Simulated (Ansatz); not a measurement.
Q: Re (hcp (Mg type), space group No. 194) is relaxed with plane-wave PAW PBE+D3(BJ) (Ansatz code). What lattice parameters of the conventional cell result?

A: a = 2.757 Å, c = 4.454 Å.

Space group P6_3/mmc (hcp (Mg type)). Symmetry was held in the PBE+D3(BJ) relaxation. The run is not spin-polarised. The pairwise dispersion correction was not fitted to metals. Axis ratios of metals converge slowly with the k-mesh, so a and c are less sure than the volume. Spin–orbit coupling is left out wherever it is not named.

Potentials: the later of the program's two PAW sets.
